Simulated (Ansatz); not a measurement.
## Pressure against volume in TePb3Se2

The cell was found from a structure generator's guess, not taken from experiment.

Method: DFT PBE, scalar-relativistic, plane waves, PAW (Ansatz). The final run on the 6-atom cell used 420 eV, a Γ-centred 12×12×4 mesh, 0.02 eV smearing and no spin polarisation.

Space group P-3m1 (No. 164). a = 4.478 Å, b = 4.478 Å, c = 10.971 Å, α = 90.00°, β = 90.00°, γ = 120.00°
| atom | site | symmetry | x | y | z |
| --- | --- | --- | --- | --- | --- |
| Te | 1b | -3m. | 0.0000 | 0.0000 | 0.5000 |
| Pb | 2d | 3m. | 0.3333 | 0.6667 | 0.6808 |
| Pb | 1a | -3m. | 0.0000 | 0.0000 | 0.0000 |
| Se | 2d | 3m. | 0.3333 | 0.6667 | 0.1603 |

The cell was set to several volumes, with shape and atoms relaxed at each where symmetry leaves them free. Pressure is positive in compression, and energies count from the lowest row.

| row | V (Å³/atom) | P (GPa) | ΔE (meV/atom) | gap on mesh (eV) |
| --- | --- | --- | --- | --- |
| 1 | 27.942 | 7.43 | 78.7 | 0.19 |
| 2 | 28.895 | ? | ? | ? |
| 3 | 29.847 | 3.11 | 17.5 | 0.40 |
| 4 | 30.800 | 1.43 | 4.1 | 0.49 |
| 5 | 31.753 | 0.00 | 0.0 | 0.57 |
| 6 | 32.705 | -1.21 | 3.7 | 0.64 |
| 7 | 33.658 | -2.23 | 14.0 | 0.70 |
| 8 | 34.928 | -3.36 | 36.3 | 0.77 |

**Question.** Find B = −V·ΔP/ΔV from rows 4 and 6 and from rows 1 and 3, and from the two its slope B′ and its value B0 at zero pressure.

**Answer.** Rows 4 and 6 give −(30.800 + 32.705)/2 × (-1.21 − (1.43))/(32.705 − 30.800) = 44.0 GPa at a mean pressure of 0.11 GPa. Rows 1 and 3 give −(27.942 + 29.847)/2 × (3.11 − (7.43))/(29.847 − 27.942) = 65.5 GPa at a mean pressure of 5.27 GPa. So B′ = (65.5 − 44.0)/(5.27 − (0.11)) = 4.17 and B0 = 44.0 − 4.17 × (0.11) = 43.5 GPa. A third-order Birch–Murnaghan fit to all the energies gives B0 = 43.7 GPa and B′ = 4.5.

**Question.** Estimate the pressure and energy of row 2.

**Answer.** From row 5, V0 = 31.753 × (1 + (0.00)/43.5) = 31.753 Å³/atom. Murnaghan's form P = (B0/B′)·[(V0/V)^B′ − 1] gives (43.5/4.17) × [(31.753/28.895)^4.17 − 1] = 5.03 GPa; the computed pressure is 5.09 GPa, so the estimate is off by -0.06 GPa. The work of compression from row 3, with the mean of the two pressures, gives ΔE = 17.5 + (5.03 + 3.11)/2 × (29.847 − 28.895)/160.2 × 1000 = 41.7 meV/atom (1 eV/Å³ = 160.2 GPa); the computed value is 41.7 meV/atom.

**Question.** Fit the gap against pressure through the other rows and estimate it at the computed pressure of row 2.

**Answer.** Over the 7 rows the mean pressure is 0.7386 GPa and the mean gap is 0.537 eV. The sums of products of deviations are S_xx = 80.83 and S_xy = -4.343, so the slope is -4.343/80.83 = -0.05373 (r = -1.00, rms misfit 0.01 eV). At 5.09 GPa the line gives 0.537 + (-0.05373) × (5.09 − 0.7386) = 0.30 eV. The computed value is 0.30 eV, so the line is off by 0.00 eV, less than the largest miss among the fitted rows (0.01 eV).

These runs have no spin–orbit coupling, which can matter for Pb and Te. Kohn–Sham gaps at this level usually fall short of measured ones. The missing spin–orbit coupling can work the other way here. All volumes keep the k mesh of the relaxed cell. A structure relaxed within its symmetry needn't be a true minimum.
